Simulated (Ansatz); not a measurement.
# In$_{2}$Ni$_{3}$S$_{2}$, first-principles data

In2Ni3S2:
```xyz
7
Lattice="2.6878 1.5518 4.4976 -2.6878 1.5518 4.4976 0.0000 -3.1036 4.4976" Properties=species:S:1:pos:R:3 pbc="T T T"
In     0.0000     0.0000     6.7464
In     0.0000     0.0000     0.0000
Ni     1.3439     0.7759     2.2488
Ni    -1.3439     0.7759     2.2488
Ni     0.0000    -1.5518     2.2488
S      0.0000     0.0000     9.7572
S      0.0000     0.0000     3.7357
```

Space group R-3m (No. 166); conventional cell a = b = 5.376 Å, c = 13.493 Å, α = β = 90.00°, γ = 120.00°.

Method: the program Ansatz at the r²SCAN level (PAW). Structure relaxed to zero pressure with the same functional. Other levels are named where they apply.

**Cell and energy**

| Quantity | Result |
|---|---|
| Volume per atom | 16.08 Å³ |
| Density | 6.93 g/cm³ |
| Formation energy from the elements (no fitted shifts) | -489 meV/atom |

**Electronic structure**

| Property | Value |
|---|---|
| Electronic character | metallic (no gap) |
| Density of states at the Fermi level | 0.39 states/eV per atom (mean over ±0.08 eV) |

The workflow started from a Materials Project entry (that database holds measured and hypothetical structures alike); the Crystallography Open Database copy checked does not list it. Whether it is the stable phase at ambient conditions was not checked. The cell was relaxed with r²SCAN under the symmetry of its start; its stability against distortions is not shown here. No spin polarisation was allowed. The references are the lowest solids computed at this level, not always the standard phases. Scalar-relativistic: spin–orbit coupling is off unless named, which matters more the heavier the elements.

Potentials: the later of the program's two PAW sets.
